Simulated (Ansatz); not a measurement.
Relaxed-ion elastic tensor of W (bcc (W type), space group No. 229) in GPa (Voigt order), the program Ansatz at the LDA level (PAW); density 19.79 g/cm³, 15.42 Å³ per atom.

```
567  219  219  0.0  0.0  0.0
219  567  219  0.0  0.0  0.0
219  219  567  0.0  0.0  0.0
0.0  0.0  0.0  150  0.0  0.0
0.0  0.0  0.0  0.0  150  0.0
0.0  0.0  0.0  0.0  0.0  150
```

Is the crystal mechanically stable?

Yes: the smallest eigenvalue of C is 150 GPa.

Work out the Voigt, Reuss and Hill averages.

K_V = 335, K_R = 335, K_H = 335; G_V = 159, G_R = 158, G_H = 159 GPa.

Give Young's modulus, Poisson's ratio, Pugh's ratio and the universal anisotropy index.

E = 9KG/(3K + G) = 412 GPa; ν = 0.30; K/G = 2.11 (ductile by the Pugh limit of 1.75); A_U = 5G_V/G_R + K_V/K_R − 6 = 0.03.

Estimate the sound speeds and the Debye temperature.

v_l = √((K + 4G/3)/ρ) = 5260 m/s, v_t = √(G/ρ) = 2830 m/s, mean 3160 m/s; Θ = (h/k)(3n/4πV)^(1/3) v_m = 378 K.

Give the Zener ratio and Young's modulus along [100], [110] and [111].

A = 2C44/(C11 − C12) = 0.86; 1/E = S11 − 2(S11 − S12 − S44/2)Γ with Γ = 0, 1/4, 1/3 gives 444, 403, 391 GPa.

Solve the Christoffel equation for the three sound speeds along [100], [110], [111].

Eigenvalues of C_ijkl n_j n_l equal ρv². In km/s, slowest first: [100] 2.75, 2.75, 5.35; [110] 2.75, 2.96, 5.24; [111] 2.89, 2.89, 5.20.

Space group Im-3m (bcc (W type)). Symmetry was held in the LDA relaxation. No spin polarisation was allowed. As this level gives no gap, shear constants depend on the k-mesh and smearing (Fermi–Dirac, 0.1 eV here). Spin–orbit coupling is left out wherever it is not named.

Potentials: the earlier of the program's two PAW sets. The files were generated under PBE; for other functionals the program regenerates the frozen cores, and for LDA and PBEsol the local potential too.
